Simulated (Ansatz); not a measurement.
Ansatz (a program for electronic structure) input:

Ansatz 0.2 input:
```yaml
crystal:
  lattice:
    - [1.4127398278, 0.8156457198, 5.9206941229]
    - [-1.4127398278, 0.8156457198, 5.9206941229]
    - [0.0, -1.6312914397, 5.9206941229]
  atoms:
    - { symbol: Co, position: [0.5, 0.5, 0.5] }
    - { symbol: Pd, position: [0.0, 0.0, 0.0] }
    - { symbol: O, position: [0.8872980707, 0.8872980707, 0.8872980707] }
    - { symbol: O, position: [0.1127019293, 0.1127019293, 0.1127019293] }
kpoints:
  mp_grid: { grid: [12, 12, 12] }
  band_path:
    path:
      - [[0.0, 0.0, 0.0], [0.5, 0.5, 0.5], [0.8206811169, 0.1793188831, 0.5]]  # Γ-T-H_2
      - [[0.5, -0.1793188831, 0.1793188831], [0.5, 0.0, 0.0], [0.0, 0.0, 0.0], [0.3396594416, -0.3396594416, 0.0]]  # H_0-L-Γ-S_0
      - [[0.6603405584, 0.0, 0.3396594416], [0.5, 0.0, 0.5], [0.0, 0.0, 0.0]]  # S_2-F-Γ
    npoints: 10
hamiltonian:
  xc: r2scan
  pseudopotentials: { azcp: { folder: ./paw }, kind: paw_fr }
magnetization: { noncollinear: true, spin_orbit: true }
scf:
  n_extra_bands: 13
  convergence: { dr2_threshold: 0.0000000001 }
  occupations: { method: gaussian, width: 0.05 }
output: { eigenvalues: true }
```

Output (shortened):

```
basis.fft_grid_basis auto: the FFT boxes are laid along the combinations [[1, 0, -1], [0, 1, -1], [0, 0, 1]] of the cell's own vectors, 2.825, 2.825 and 6.141 …
Pseudopotential: Co, paw, valence charge 17
Pseudopotential: Pd, paw, valence charge 18
Pseudopotential: O, paw, valence charge 6
Functional definition: r2SCAN
non-collinear run that drives no moment, with spin-orbit …
Crystal: 4 atoms, lattice volume = 40.934 Å³
Basis set: ecut = 500 eV, 1023 PW (Γ), FFT grids on a1−a3, a2−a3, a3, exchange–correlation on 96×96×180 points (64 copies of the dense FFT grid, shifted against one another)
Bands: 60, of which v1, the nominal top of the filled ones, is band 47 counted from 1 (46 counted from 0)
Symmetry: 12 space group operations + 12 with time reversal
k-points: 189 of 1728
Projection manifold: j_resolved (fully-relativistic pseudo-atomic orbitals)
SCF iter   1: F=—  HF=-13251.954376 eV  |F-HF|=—  |Δ(HF+E_count)|=         —  Δρ=5.59e-1  dr2=1.98e2  dr2_τ=6.74e-1  dr2_m=0.00e0 (ungated)  ethr=3.10e-3  |M|=0.00e0 ∫|m|=0.00e0 μB  |m|>n=0.0e0 m-floor=0.0e0 τ_xc=0.0e0  β_m=0.30  ⟨swp⟩=7.6  Hψ=28259  notcnv=0  defer=196
preconditioner: auto → Kerker (q_TF=auto, 2.792 Å⁻¹)
spin=Noncollinear: Kerker preconditioning applied to the charge; magnetization (m_x, m_y, m_z) channels mix plain (no charge-response kernel on spin).
SCF iter   2: F=—  HF=-13247.827552 eV  |F-HF|=—  |Δ(HF+E_count)|=    4.13e0  Δρ=3.44e-1  dr2=4.16e1  dr2_τ=8.38e-1  dr2_m=0.00e0 (ungated)  ethr=3.10e-3  |M|=0.00e0 ∫|m|=0.00e0 μB  |m|>n=0.0e0 m-floor=0.0e0 τ_xc=0.0e0  β_m=0.25  ⟨swp⟩=4.0  Hψ=13620  notcnv=0  defer=1052
SCF iter   3: F=—  HF=-13244.605094 eV  |F-HF|=—  |Δ(HF+E_count)|=    3.22e0  Δρ=9.32e-2  dr2=1.34e0  dr2_τ=3.93e-2  dr2_m=0.00e0 (ungated)  ethr=3.10e-3  |M|=0.00e0 ∫|m|=0.00e0 μB  |m|>n=0.0e0 m-floor=0.0e0 τ_xc=0.0e0  β_m=0.53  ⟨swp⟩=3.2  Hψ=12233  notcnv=0  defer=1124
SCF iter   4: F=—  HF=-13244.613857 eV  |F-HF|=—  |Δ(HF+E_count)|=   8.76e-3  Δρ=4.39e-2  dr2=2.50e-1  dr2_τ=9.64e-3  dr2_m=0.00e0 (ungated)  ethr=2.86e-3  |M|=0.00e0 ∫|m|=0.00e0 μB  |m|>n=0.0e0 m-floor=0.0e0 τ_xc=0.0e0  β_m=0.62  ⟨swp⟩=2.6  Hψ=9915  notcnv=0  defer=1122
SCF iter   5: F=—  HF=-13244.871389 eV  |F-HF|=—  |Δ(HF+E_count)|=   2.58e-1  Δρ=3.17e-2  dr2=3.10e-1  dr2_τ=3.48e-3  dr2_m=0.00e0 (ungated)  ethr=5.32e-4  |M|=0.00e0 ∫|m|=0.00e0 μB  |m|>n=0.0e0 m-floor=0.0e0 τ_xc=0.0e0  β_m=0.81  ⟨swp⟩=2.8  Hψ=9916  notcnv=0  defer=1120
SCF iter   6: F=—  HF=-13244.836882 eV  |F-HF|=—  |Δ(HF+E_count)|=   3.45e-2  Δρ=8.65e-3  dr2=2.01e-2  dr2_τ=3.00e-4  dr2_m=0.00e0 (ungated)  ethr=5.32e-4  |M|=0.00e0 ∫|m|=0.00e0 μB  |m|>n=0.0e0 m-floor=0.0e0 τ_xc=0.0e0  β_m=0.90  ⟨swp⟩=2.6  Hψ=8279  notcnv=0  defer=1120
SCF iter   7: F=—  HF=-13244.838400 eV  |F-HF|=—  |Δ(HF+E_count)|=   1.52e-3  Δρ=2.61e-3  dr2=4.89e-3  dr2_τ=2.62e-5  dr2_m=0.00e0 (ungated)  ethr=4.27e-5  |M|=0.00e0 ∫|m|=0.00e0 μB  |m|>n=0.0e0 m-floor=0.0e0 τ_xc=0.0e0  β_m=0.95  ⟨swp⟩=2.2  Hψ=7304  notcnv=0  defer=1120
SCF iter   8: F=—  HF=-13244.838317 eV  |F-HF|=—  |Δ(HF+E_count)|=   8.32e-5  Δρ=1.63e-3  dr2=1.87e-3  dr2_τ=8.31e-6  dr2_m=0.00e0 (ungated)  ethr=1.04e-5  |M|=0.00e0 ∫|m|=0.00e0 μB  |m|>n=0.0e0 m-floor=0.0e0 τ_xc=0.0e0  β_m=0.98  ⟨swp⟩=1.0  Hψ=5171  notcnv=0  defer=1120
SCF iter  17: F=-13244.838115 eV  HF=-13244.838115 eV  |F-HF|=3.64e-12  |Δ(HF+E_count)|=  1.82e-11  Δρ=1.83e-7  dr2=9.50e-12  dr2_τ=1.21e-13  dr2_m=0.00e0 (ungated)  ethr=1.00e-12  |M|=0.00e0 ∫|m|=0.00e0 μB  |m|>n=0.0e0 m-floor=0.0e0 τ_xc=0.0e0  ⟨swp⟩=9.3  Hψ=18312  notcnv=0
SCF 1 converged in 17 iterations: F = -13244.838115 eV  dr2 = 9.50e-12
NSCF: frozen V_eff on 73 k-points
SCF converged after 17 iterations
Magnetization: |M| = 0.0000 μB,  M = (+0.0000, +0.0000, +0.0000) μB
Absolute magnetization: 0.0000 μB (∫|m|)
  site 0: m = (+0.0000, +0.0000, +0.0000) μB, |m| = 0.0000 μB  (R = 0.78 Å)
  site 1: m = (+0.0000, +0.0000, +0.0000) μB, |m| = 0.0000 μB  (R = 0.83 Å)
  site 2: m = (+0.0000, +0.0000, +0.0000) μB, |m| = 0.0000 μB  (R = 0.78 Å)
  site 3: m = (+0.0000, +0.0000, +0.0000) μB, |m| = 0.0000 μB  (R = 0.78 Å)
Free energy (F): -13244.838115 eV
Harris-Foulkes:  -13244.838115 eV  (|F-HF|=3.64e-12)
Internal energy: -13244.835032 eV  (E = F + TS)
E sigma→0 (E₀):  -13244.836574 eV
Entropy (-TS):   -0.003083 eV (-0.771 meV/atom)
Fermi energy:    14.796537 eV
--- Per-component energies (eV) ---
  E_band       = -546.038933
  E_kinetic    = 1079.070989
  E_local      = -5911.157536  (includes V_loc(G=0)·N_el)
  E_nonlocal   = 912.046492
  E_hartree    = 2486.334764
  E_xc         = -357.625089
  E_vxc        = -519.569610  (∫ρ·V_xc dr)
  E_paw        = -5734.840439  (= ΣΔE_a)
  E_vpaw       = -1114.668900  (= ΣTr[D̂ρ^β])
  E_aug_tail   = 0.000660  (compensation charges beyond the density's cutoff)
  E_vtau       = 35.569369  (kinetic-family band-sum trace: ∫τ·v_τ [+ j·A + Jᵃ·Aᵃ] dr)
  E_ewald      = -5717.853150
  E_core_change = -0.811723  (= ΣΔE_core)
  E_smearing   = -0.003083  (= −TS)
  E_closure    =  0.000000  (closes the sum)
  Σ components = -13244.838115   (vs F -13244.838115, Δ=0.00e0)
  [band-id]    e_kinetic+e_local+e_nonlocal+2·e_hartree+e_vxc+e_vpaw+e_augmentation_tail+e_vtau = -546.039008   (vs E_band -546.038933, Δ=-7.46e-5)
--- Band table (eV; the first three rows and the last of 189) ---
  k-point 0: bands = ["-84.3266", "-84.3266", "-72.2149", "-72.2149", "-47.4615", "-47.4615", "-45.6451", "-45.6451", "-45.6032", "-45.6032", "-40.1106", "-40.1106", "-35.8719", "-35.8719", "-35.4571", "-35.4571", "-7.5402", "-7.5402", "-5.6084", "-5.6084", …
  k-point 1: bands = ["-84.3261", "-84.3261", "-72.2131", "-72.2131", "-47.4632", "-47.4632", "-45.6485", "-45.6485", "-45.6037", "-45.6037", "-40.1149", "-40.1149", "-35.8750", "-35.8750", "-35.4684", "-35.4684", "-7.4579", "-7.4579", "-5.6041", "-5.6041", …
  k-point 2: bands = ["-84.3248", "-84.3248", "-72.2082", "-72.2082", "-47.4681", "-47.4681", "-45.6579", "-45.6579", "-45.6046", "-45.6046", "-40.1269", "-40.1269", "-35.8839", "-35.8839", "-35.4986", "-35.4986", "-7.2249", "-7.2249", "-5.5949", "-5.5949", …
  k-point 188: bands = ["-84.3266", "-84.3266", "-72.2149", "-72.2149", "-47.4615", "-47.4615", "-45.6451", "-45.6451", "-45.6032", "-45.6032", "-40.1106", "-40.1106", "-35.8720", "-35.8720", "-35.4571", "-35.4571", "-7.3828", "-7.3828", "-5.8569", "-5.8569", …
```

Cost: around 4 core-minutes (rough) on shared cores.

Space group R-3m. Symmetry was held in the r²SCAN relaxation. The run is not spin-polarised. No Hubbard U is applied.

Potentials: the earlier of the program's two PAW sets. The files were generated under PBE; for other functionals the program regenerates the frozen cores, and for LDA and PBEsol the local potential too.

Ansatz is a plane-wave DFT program.
